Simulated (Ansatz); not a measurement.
Input file for Ansatz (an electronic-structure program):

Ansatz 0.2 input:
```yaml
crystal:
  lattice:
    - [3.9990510962, 0.0, 0.0]
    - [0.0, 4.0520402079, 0.0]
    - [0.0, 0.0, 4.0278596993]
  atoms:
    - { symbol: Sr, position: [0.0, 0.0, 0.0244064565] }
    - { symbol: Ta, position: [0.5, 0.5, 0.5137016285] }
    - { symbol: N, position: [0.5, 0.0, 0.480487133] }
    - { symbol: O, position: [0.0, 0.5, 0.4864902577] }
    - { symbol: O, position: [0.5, 0.5, 0.9949145244] }
kpoints:
  mp_grid: { grid: [7, 7, 7] }
hamiltonian:
  xc: pbesol
  pseudopotentials: { kind: paw }
scf:
  occupations: { method: fixed }
dielectric: { raman: true }
```

Output (shortened):

```
zone centre: on kpoints.mp_grid the ground state, and the responses unless they are solved on pairs of k-points, stand on 172 of the mesh's 343 k-points, …
Pseudopotentials: kind: paw
Pseudopotential: Sr, paw, valence charge 10
Pseudopotential: Ta, paw, valence charge 13
Pseudopotential: N, paw, valence charge 5
Pseudopotential: O, paw, valence charge 6
Functional definition: PBEsol
Crystal: 5 atoms, lattice volume = 65.269 Å³
Basis set: ecut = 420 eV, 1293 PW (Γ), exchange–correlation on 54×60×54 points (8 copies of the dense FFT grid, shifted against one another)
Bands: 25, of which v1, the nominal top of the filled ones, is band 20 counted from 1 (19 counted from 0)
Symmetry: 4 space group operations
k-points: 172 of 343 (irreducible under 1 space group operation, time reversal used)
PAW frozen core: Sr, regenerated for the run's functional, and the local potential with it
PAW frozen core: Ta, regenerated for the run's functional, and the local potential with it
PAW frozen core: N, regenerated for the run's functional, and the local potential with it
PAW frozen core: O, regenerated for the run's functional, and the local potential with it
Initial wavefunctions: pseudopotential atomic-orbital guess
Eigensolver: davidson
Functional: x = pbesol(κ = 0.804, μ = 0.12345679012345678), c = pbesol(β = 0.046)
SCF iter   1: F=—  HF=-14805.964023 eV  |F-HF|=—  |Δ(HF+E_count)|=         —  Δρ=1.38e-2  dr2=1.06e-1  ethr=1.77e-3  ⟨swp⟩=4.9  Hψ=19617  notcnv=0  defer=409
all-band conjugate gradients solve this SCF's bands
preconditioner: auto → Resta (q_TF=auto, 2.514 Å⁻¹)
SCF iter   2: F=—  HF=-14805.940348 eV  |F-HF|=—  |Δ(HF+E_count)|=   2.37e-2  Δρ=3.38e-3  dr2=7.48e-3  ethr=2.64e-4  ⟨swp⟩=2.1  Hψ=8190  notcnv=0  defer=506
SCF iter   3: F=—  HF=-14805.938901 eV  |F-HF|=—  |Δ(HF+E_count)|=   1.45e-3  Δρ=1.43e-3  dr2=1.58e-3  ethr=1.87e-5  ⟨swp⟩=2.2  Hψ=6332  notcnv=0  defer=516
SCF iter   4: F=—  HF=-14805.938575 eV  |F-HF|=—  |Δ(HF+E_count)|=   3.26e-4  Δρ=3.60e-4  dr2=8.59e-5  ethr=3.94e-6  ⟨swp⟩=2.3  Hψ=6258  notcnv=0  defer=516
SCF iter   5: F=—  HF=-14805.938571 eV  |F-HF|=—  |Δ(HF+E_count)|=   3.30e-6  Δρ=1.97e-4  dr2=2.16e-5  ethr=2.15e-7  ⟨swp⟩=2.0  Hψ=5848  notcnv=0  defer=432
SCF iter   6: F=—  HF=-14805.938574 eV  |F-HF|=—  |Δ(HF+E_count)|=   2.25e-6  Δρ=4.27e-5  dr2=1.57e-6  ethr=5.41e-8  ⟨swp⟩=2.0  Hψ=5706  notcnv=0  defer=247
SCF iter   7: F=—  HF=-14805.938573 eV  |F-HF|=—  |Δ(HF+E_count)|=   6.62e-7  Δρ=1.13e-5  dr2=1.23e-7  ethr=3.93e-9  ⟨swp⟩=2.0  Hψ=5939  notcnv=0  defer=201
SCF iter   8: F=—  HF=-14805.938573 eV  |F-HF|=—  |Δ(HF+E_count)|=   5.37e-8  Δρ=3.17e-6  dr2=5.58e-9  ethr=3.08e-10  ⟨swp⟩=2.0  Hψ=6362  notcnv=0  defer=201
SCF iter  11: F=-14805.938573 eV  HF=-14805.938573 eV  |F-HF|=5.46e-12  |Δ(HF+E_count)|=  7.28e-12  Δρ=1.15e-7  dr2=8.26e-12  ethr=1.00e-12  ⟨swp⟩=10.8  Hψ=17050  notcnv=0
SCF 1 converged in 11 iterations: F = -14805.938573 eV  dr2 = 8.26e-12
NSCF: frozen V_eff on 7 k-points
DFPT response loops at Γ: preconditioner auto → Resta (q_TF=auto, 2.514 Å⁻¹)  ε∞=8.6 (no band partly filled) …
── the response to a field inside a basis, on 16×18×10 k-points: an SCF that follows is theirs, and a resumed run solves both again ──
Crystal: 5 atoms, lattice volume = 65.269 Å³
Bands: 21, of which v1, the nominal top of the filled ones, is band 20 counted from 1 (19 counted from 0)
k-points: 360
Initial density: handed on by an earlier stage of this run
Initial wavefunctions: pseudopotential atomic-orbital guess (no wavefunctions were taken with the density)
Eigensolver: Dense (360 Hₖ)
SCF iter   1: F=—  HF=-14805.929960 eV  |F-HF|=—  |Δ(HF+E_count)|=         —  Δρ=3.55e-4  dr2=1.91e-5  ethr=1.00e-1
all-band conjugate gradients don't solve this SCF's bands (scf.eigensolver.kind)
preconditioner: auto → Resta (q_TF=auto, 2.514 Å⁻¹)
SCF iter   2: F=—  HF=-14805.929958 eV  |F-HF|=—  |Δ(HF+E_count)|=   1.66e-6  Δρ=1.57e-4  dr2=5.73e-6  ethr=4.77e-8
SCF iter   3: F=—  HF=-14805.929958 eV  |F-HF|=—  |Δ(HF+E_count)|=   6.85e-8  Δρ=7.40e-5  dr2=8.82e-7  ethr=1.43e-8
SCF iter   4: F=—  HF=-14805.929959 eV  |F-HF|=—  |Δ(HF+E_count)|=   9.82e-8  Δρ=5.20e-6  dr2=1.48e-8  ethr=2.20e-9
SCF iter   5: F=—  HF=-14805.929959 eV  |F-HF|=—  |Δ(HF+E_count)|=   2.10e-9  Δρ=2.10e-6  dr2=2.62e-9  ethr=3.70e-11
SCF iter   6: F=—  HF=-14805.929959 eV  |F-HF|=—  |Δ(HF+E_count)|=  1.58e-10  Δρ=1.11e-6  dr2=8.41e-10  ethr=6.55e-12
SCF iter   7: F=—  HF=-14805.929959 eV  |F-HF|=—  |Δ(HF+E_count)|=  8.91e-11  Δρ=3.95e-7  dr2=1.10e-10  ethr=2.10e-12
SCF iter   8: F=-14805.929959 eV  HF=-14805.929959 eV  |F-HF|=3.64e-12  |Δ(HF+E_count)|=  5.46e-12  Δρ=7.67e-8  dr2=4.55e-12  ethr=1.00e-12
SCF 1 converged in 8 iterations: F = -14805.929959 eV  dr2 = 4.55e-12
DFPT response loops at Γ: preconditioner auto → Resta (q_TF=auto, 2.514 Å⁻¹)  ε∞=8.5 (no band partly filled) …
DFPT response loops at Γ: mixed as the last ones told, above
WARN: field response: the Raman tensors and χ⁽²⁾ stand inside a basis, whose 16×18×10 points do not settle the susceptibility there …
WARN: field response: inside a basis, on 16×18×10 points, no mesh in reach settles it …
SCF converged after 11 iterations
Free energy (F): -14805.938573 eV
Harris-Foulkes:  -14805.938573 eV  (|F-HF|=5.46e-12)
Internal energy: -14805.938573 eV  (E = F + TS)
E sigma→0 (E₀):  -14805.938573 eV
Fermi energy:    11.737367 eV
--- Per-component energies (eV) ---
  E_band       = -200.711347
  E_kinetic    = 1091.114363
  E_local      = -2149.917936  (includes V_loc(G=0)·N_el)
  E_nonlocal   = 362.454277
  E_hartree    = 686.549190
  E_xc         = -595.138866
  E_vxc        = -629.984879  (∫ρ·V_xc dr)
  E_paw        = -11344.286037  (= ΣΔE_a)
  E_vpaw       = -247.480612  (= ΣTr[D̂ρ^β])
  E_aug_tail   = 0.005072  (compensation charges beyond the density's cutoff)
  E_ewald      = -2857.165304
  E_core_change = 0.446669  (= ΣΔE_core)
  E_smearing   =  0.000000  (= −TS)
  E_closure    = 0.000000  (closes the sum)
  Σ components = -14805.938573   (vs F -14805.938573, Δ=0.00e0)
  [band-id]    e_kinetic+e_local+e_nonlocal+2·e_hartree+e_vxc+e_vpaw+e_augmentation_tail = -200.711336   (vs E_band -200.711347, Δ=1.09e-5)
--- Band table (eV; the first three rows and the last of 172) ---
  k-point 0: bands = ["-56.3670", "-23.0974", "-23.0958", "-22.7229", "-22.1546", "-7.2981", "-6.7287", "-4.2878", "-4.1503", "-4.1367", "-1.2405", "7.6195", "7.6546", "7.9939", "8.7205", "8.8924", "9.0174", "11.3439", "11.4505", "11.4826", "12.5496", "12.6083", "13.2126", "15.3019", "15.7101"]
  k-point 1: bands = ["-56.3670", "-23.1154", "-23.0967", "-22.7221", "-22.1489", "-7.2379", "-6.6416", "-4.2823", "-4.1734", "-4.1316", "-1.1574", "7.1646", "7.5870", "7.8991", "8.4796", "8.5602", "8.6669", "10.9686", "11.3021", "11.5829", "12.6055", "13.1681", "13.6221", "15.6414", "16.0654"]
  k-point 2: bands = ["-56.3668", "-23.1587", "-23.0950", "-22.7205", "-22.1367", "-7.2055", "-6.3099", "-4.2700", "-4.2177", "-4.1202", "-0.9791", "5.9642", "7.3982", "7.6564", "7.9741", "8.1060", "8.3340", "10.3458", "11.0566", "11.6925", "12.7393", "14.2860", "14.5961", "16.3741", "17.0037"]
  k-point 171: bands = ["-56.3665", "-23.1969", "-23.1085", "-22.7263", "-22.1251", "-6.9618", "-6.0580", "-4.2888", "-4.2163", "-4.0530", "-0.6993", "4.9278", "6.4167", "7.0834", "7.4410", "7.6981", "8.5391", "9.9917", "10.5257", "10.9869", "14.1754", "15.2390", "15.4557", "17.4838", "18.1807"]
  band table: 25 of 25 bands, residual norms ≤ 1.0e-3 eV
--- Dielectric response (ions clamped): 3 representative field directions + reference, inside a basis on a mesh of 2880 k-points (Σ response iterations 24) ---
  ε∞ (high-frequency dielectric tensor):
        6.824067     0.000000     0.000000
        0.000000    12.375568     0.000000
        0.000000     0.000000     6.130486
  Born effective charges Z* (e; rows j = field, columns β = displacement):
    site 0:
         2.73493    0.00000    0.00000
         0.00000    2.22676    0.00000
         0.00000    0.00000    2.66751
    site 1:
         7.92224    0.00000    0.00000
         0.00000   12.27970    0.00000
         0.00000    0.00000    6.73900
    site 2:
        -2.90641    0.00000    0.00000
         0.00000   -9.26954    0.00000
         0.00000    0.00000   -2.24157
    site 3:
        -6.03444    0.00000    0.00000
         0.00000   -2.76385    0.00000
         0.00000    0.00000   -1.70195
    site 4:
        -1.71632    0.00000    0.00000
         0.00000   -2.47307    0.00000
         0.00000    0.00000   -5.46299
  Z* charge neutrality: 2.090e-3 e pre-enforcement
  solved inside a basis spanned on kpoints, on 16×18×10 k-points transformed towards the longest dipole, which do not settle them …
  Raman tensors (in the event stream and the table raman_tensors.tsv) …
```

Cost: about 40 core-minutes (a rough figure) on shared cores.

Space group Pmm2. The workflow started from a Materials Project entry (that database holds measured and hypothetical structures alike); the Crystallography Open Database copy checked does not list it. With N and O taken as one species the cell has the higher symmetry P4mm, so it may be an ordered model of a mixed-site phase. Whether it is the stable phase at ambient conditions was not checked. The cell was relaxed with PBEsol under the symmetry of its start. At this level the phase is dynamically unstable (imaginary phonons). The run is not spin-polarised. Spin–orbit coupling is left out wherever it is not named.

Potentials: the later of the program's two PAW sets.

Ansatz is a plane-wave DFT program.
